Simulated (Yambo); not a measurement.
**LiBH4: sweep of GW parameters**

G0W0@LDA for LiBH4 (space group P6_3mc, No. 186) in Yambo. Reference settings: 3×3×2 Γ-centred k mesh, bands 3 to 199 and a 8 Ry block in the screening, 199 bands in G with the Bruneval-Gonze terminator, plasmon pole fitted at 27.2 eV. The LDA gap Γ → Γ on this mesh is 6.54 eV; G0W0 gaps are taken between the same points.

```
change from the reference       G0W0 gap Γ → Γ (eV)  shift of the valence edge (eV)        rough Yambo cost
------------------------------  -------------------  ------------------------------  ----------------------
reference settings                             9.75                           -1.97                       1
66 bands in W, 66 bands in G                   9.69                           -1.73               about 1/3
123 bands in W, 123 bands in G                 9.73                           -1.89  within a factor of two
66 bands in G                                  9.75                           -1.94                       –
123 bands in G                                 9.75                           -1.97                       –
85 bands in W                                  9.70                           -1.83  within a factor of two
3 Ry block                                     9.38                           -1.58               about 1/2
1 Ry block                                     9.36                           -1.51               about 1/2
7 Ry block                                     9.71                           -1.93  within a factor of two
pole fitted at 15 eV                           9.69                           -1.88                       –
no random integration                          9.65                           -1.77                       –
3×3×1 mesh                                     9.72                           -1.92               about 1/3
66 bands in G, no terminator                   9.62                           -1.57                       –
no terminator                                  9.73                           -1.90                       –
123 bands in G, no terminator                  9.69                           -1.80                       –
```

The reference isn't shown to be the converged limit. Costs are rough (shared machines), scaled to the same edge states, and given only for runs that recompute the screening. The mesh misses a band edge: along a dense path the LDA gap is 6.36 eV against 6.54 eV on the mesh.

Geometry of the Materials Project entry, not relaxed at this level; primitive cell a = b = 4.2028 Å, c = 7.4201 Å, α = β = 90.00°, γ = 120.00°.

The structure is a Materials Project entry; no match was found in the copy of COD used, and its stability was not checked.

A shift is the quasiparticle energy of the state minus its LDA energy.
